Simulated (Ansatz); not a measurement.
A geometry of SiRu away from equilibrium: step 2 of the relaxation of a relaxed SiRu cell, doubled along one cell vector, shaken by Gaussian noise of σ = 0.08 Å a coordinate. Calculation: r2SCAN (plane waves to 500 eV, PAW, scalar-relativistic; Ansatz, a first-principles code). Γ-centred k-mesh 11×6×11 on the run's cell, Fermi–Dirac smearing 0.05 eV.

```
SiRu
1.0
    2.90709    -0.00315    -0.00031
   -0.00629     5.83811     0.01624
   -0.00031     0.00812     2.90840
Si Ru
2 2
Direct
  0.49286   0.25279   0.47833
  0.49873   0.75080   0.51177
  0.99405   0.00018   0.00900
  0.99004   0.50763   0.03313
```

### Question
Predict the force on each atom, in eV/Å.

### Answer
| atom | Fx | Fy | Fz |
|---|---|---|---|
| Si1 | 0.02 | -0.21 | 0.70 |
| Si2 | -0.14 | 0.21 | -0.04 |
| Ru3 | 0.02 | 0.49 | -0.13 |
| Ru4 | 0.10 | -0.49 | -0.53 |

### Question
What is the pressure?

### Answer
+1.8 GPa, compression positive.

No spin polarisation in the result.

The first start was generated by placing the elements on the sites of a structure type. Materials Project lists a structure of SiRu in the same space group, Pm-3m (No. 221); the sites were not compared with it, nor with measured phases.
